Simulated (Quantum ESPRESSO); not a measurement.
## Hf4Mg2SnMo (input and log of a self-consistent run)

A calculation, not a measurement. The program is pw.x of Quantum ESPRESSO 7.5 (plane-wave density functional theory). The cell is made up: eight metal atoms on a hexagonal close-packed lattice, with elements, volume, strain and displacements drawn at random and not relaxed, so it may be unstable or far from any real phase. PseudoDojo standard norm-conserving files set the functional (PBE unless stated); there is no spin polarisation or spin-orbit coupling, the Fermi-Dirac width of 0.25 eV means electrons at about 2900 K, and the masses in the input are unused placeholders. The tin pseudopotential is less sure than most, with forces differing by about three percent from a second method on plain tin. Heavy elements are run without spin-orbit coupling, which real alloys of them have. A spin test at this wide smearing found no moment, but such smearing suppresses magnetism that the real alloy may have.

Input:

```
&control calculation='scf', pseudo_dir='./dojo.nc.sr.pbe.v0_5.standard.upf', outdir='./o', disk_io='minimal', tprnfor=.true., tstress=.true. /
&system ibrav=0, nat=8, ntyp=4, nbnd=62, ecutwfc=84.00895049, nosym=.true., tot_charge=0,
 occupations='smearing', smearing='fd', degauss=0.0183746611
/
&electrons conv_thr=1.470e-08, electron_maxstep=70, mixing_beta=0.5 /
ATOMIC_SPECIES
Hf 1.0 Hf.upf
Mg 1.0 Mg.upf
Mo 1.0 Mo.upf
Sn 1.0 Sn.upf
CELL_PARAMETERS angstrom
-3.139 0.0 0.0
0.0 0.0 -4.9485
0.0 -10.8737 0.0
ATOMIC_POSITIONS angstrom
Hf 0.0193 -0.0592 -0.0137
Mg 0.0731 -5.5658 -0.1127
Sn -0.0376 -3.5332 -2.4393
Hf -0.0171 -9.0099 -2.5602
Mo -1.4655 -2.6578 0.0215
Mg -1.5532 -8.1961 0.0327
Hf -1.517 -0.7746 -2.4856
Hf -1.5131 -6.3772 -2.5136
K_POINTS automatic
7 5 2 1 1 1
```

The log is shortened where brackets say so; the opening notice, blank lines, dates and the lines on written files are dropped, and the path of the files is cut. It prints rydbergs, bohrs and kilobars, and counts compression as positive stress. Its total energy is the free energy E - TS of the whole cell.

```
     Program PWSCF v.7.5
     Parallel version (MPI & OpenMP), running on       4 processor cores
     Number of MPI processes:                 4
     Threads/MPI process:                     1
     [start-up lines left out]
     bravais-lattice index     =            0
     lattice parameter (alat)  =       5.9319  a.u.
     unit-cell volume          =    1139.8267 (a.u.)^3
     number of atoms/cell      =            8
     number of atomic types    =            4
     number of electrons       =        96.00
     number of Kohn-Sham states=           62
     kinetic-energy cutoff     =      84.0090  Ry
     charge density cutoff     =     336.0358  Ry
     scf convergence threshold =      1.5E-08
     mixing beta               =       0.5000
     number of iterations used =            8  plain     mixing
     Exchange-correlation= PBE
                           (   1   4   3   4   0   0   0)
     [axes and pseudopotential details left out]
   Cartesian axes
     site n.     atom                  positions (alat units)
         1        Hf     tau(   1) = (   0.0061485  -0.0188595  -0.0043644  )
         2        Mg     tau(   2) = (   0.0232877  -1.7731125  -0.0359032  )
         3        Sn     tau(   3) = (  -0.0119783  -1.1255814  -0.7770946  )
         4        Hf     tau(   4) = (  -0.0054476  -2.8703090  -0.8156101  )
         5        Mo     tau(   5) = (  -0.4668684  -0.8467028   0.0068493  )
         6        Mg     tau(   6) = (  -0.4948073  -2.6110545   0.0104173  )
         7        Hf     tau(   7) = (  -0.4832749  -0.2467665  -0.7918445  )
         8        Hf     tau(   8) = (  -0.4820325  -2.0316024  -0.8007646  )
     number of k points=    35  Fermi-Dirac smearing, width (Ry)=  0.0184
                       cart. coord. in units 2pi/alat
        k(    1) = (  -0.0714286  -0.0721695  -0.0634334), wk =   0.0571429
        k(    2) = (  -0.0714286   0.0721695  -0.0634334), wk =   0.0571429
     [further k points left out]
     Dense  grid:   118627 G-vectors     FFT dimensions: (  36,  60, 120)
     Estimated max dynamical RAM per process >     329.99 MB
     Estimated total dynamical RAM >       1.20 GB
     Initial potential from superposition of free atoms
     starting charge      95.9880, renormalised to      96.0000
     Starting wfcs are   69 randomized atomic wfcs
     total cpu time spent up to now is        3.6 secs
     per-process dynamical memory:   243.1 Mb
     Self-consistent Calculation
     iteration #  1     ecut=    84.01 Ry     beta= 0.50
     Davidson diagonalization with overlap
     ethr =  1.00E-02,  avg # of iterations =  3.4
     total cpu time spent up to now is        9.8 secs
     total energy              =    -984.68938741 Ry
     estimated scf accuracy    <       3.51820360 Ry
     iteration #  2     ecut=    84.01 Ry     beta= 0.50
     Davidson diagonalization with overlap
     ethr =  3.66E-03,  avg # of iterations =  5.8
     total cpu time spent up to now is       18.0 secs
     total energy              =    -982.39660788 Ry
     estimated scf accuracy    <     110.82561732 Ry
     iteration #  3     ecut=    84.01 Ry     beta= 0.50
     Davidson diagonalization with overlap
     ethr =  3.66E-03,  avg # of iterations =  5.3
     total cpu time spent up to now is       25.4 secs
     total energy              =    -986.85674301 Ry
     estimated scf accuracy    <       3.32825876 Ry
     iteration #  4     ecut=    84.01 Ry     beta= 0.50
     Davidson diagonalization with overlap
     ethr =  3.47E-03,  avg # of iterations =  1.4
     total cpu time spent up to now is       30.5 secs
     total energy              =    -986.96860721 Ry
     estimated scf accuracy    <       0.67274859 Ry
     iteration #  5     ecut=    84.01 Ry     beta= 0.50
     Davidson diagonalization with overlap
     ethr =  7.01E-04,  avg # of iterations =  4.3
     total cpu time spent up to now is       37.0 secs
     total energy              =    -986.97334614 Ry
     estimated scf accuracy    <       0.65484303 Ry
     [iterations 6 to 12 left out]
     iteration # 13     ecut=    84.01 Ry     beta= 0.50
     Davidson diagonalization with overlap
     ethr =  2.93E-09,  avg # of iterations =  5.0
     total cpu time spent up to now is       86.8 secs
     total energy              =    -987.00916927 Ry
     estimated scf accuracy    <       0.00000037 Ry
     iteration # 14     ecut=    84.01 Ry     beta= 0.50
     Davidson diagonalization with overlap
     ethr =  3.85E-10,  avg # of iterations =  2.7
     total cpu time spent up to now is       92.7 secs
     total energy              =    -987.00916931 Ry
     estimated scf accuracy    <       0.00000006 Ry
     iteration # 15     ecut=    84.01 Ry     beta= 0.50
     Davidson diagonalization with overlap
     ethr =  5.90E-11,  avg # of iterations =  4.8
     total cpu time spent up to now is       99.4 secs
     total energy              =    -987.00916931 Ry
     estimated scf accuracy    <       0.00000055 Ry
     iteration # 16     ecut=    84.01 Ry     beta= 0.50
     Davidson diagonalization with overlap
     ethr =  5.90E-11,  avg # of iterations =  2.0
     total cpu time spent up to now is      104.7 secs
     total energy              =    -987.00916932 Ry
     estimated scf accuracy    <       0.00000003 Ry
     iteration # 17     ecut=    84.01 Ry     beta= 0.50
     Davidson diagonalization with overlap
     ethr =  2.86E-11,  avg # of iterations =  2.1
     total cpu time spent up to now is      110.0 secs
     End of self-consistent calculation
     [lines on levels left out]
!    total energy              =    -987.00916932 Ry
     estimated scf accuracy    <          3.6E-09 Ry
     smearing contrib. (-TS)   =      -0.12425576 Ry
     internal energy E=F+TS    =    -986.88491356 Ry
     The total energy is F=E-TS. E is the sum of the following terms:
     one-electron contribution =    -339.60453981 Ry
     hartree contribution      =     198.74487204 Ry
     xc contribution           =    -210.56711627 Ry
     ewald contribution        =    -635.45812952 Ry
     convergence has been achieved in  17 iterations
     Forces acting on atoms (cartesian axes, Ry/au):
     atom    1 type  1   force =     0.00080096   -0.01233614   -0.00423817
     atom    2 type  2   force =    -0.00245432    0.02468601    0.01911628
     atom    3 type  4   force =     0.00870302   -0.01537167   -0.00698318
     atom    4 type  1   force =     0.00925490    0.00672580    0.02784510
     atom    5 type  3   force =     0.00055173    0.02123085    0.00304611
     atom    6 type  2   force =    -0.00229139    0.00903068   -0.02830305
     atom    7 type  1   force =    -0.01042229   -0.05381026   -0.00031511
     atom    8 type  1   force =    -0.00414261    0.01984473   -0.01016798
     Total force =     0.085355     Total SCF correction =     0.000249
     Computing stress (Cartesian axis) and pressure
          total   stress  (Ry/bohr**3)                   (kbar)     P=       14.79
   0.00004290  -0.00004343   0.00000183            6.31       -6.39        0.27
  -0.00004343  -0.00009193  -0.00000386           -6.39      -13.52       -0.57
   0.00000183  -0.00000386   0.00035075            0.27       -0.57       51.60
     init_run     :      3.39s CPU      3.49s WALL (       1 calls)
     electrons    :    106.13s CPU    106.41s WALL (       1 calls)
     forces       :      1.23s CPU      1.25s WALL (       1 calls)
     stress       :      4.12s CPU      4.21s WALL (       1 calls)
     [timing details left out]
     PWSCF        :   1m54.99s CPU   1m55.54s WALL
     JOB DONE.
```

In other units: free energy -13428.944 eV for the cell, pressure 1.48 GPa, largest force component 1.384 eV/Å in size. The run took 117 s of wall time with four MPI processes on a shared machine (AMD EPYC, Zen 5, virtual cores), so the time is rough. A rerun of this cell at a higher cutoff and on a denser mesh moved values by no more than 0.006 eV in energy, 0.05 GPa in stress and 0.010 eV/Å in force, and a second program with other atomic files agreed on that cell to 2 % rms in force and 0.5 GPa in pressure.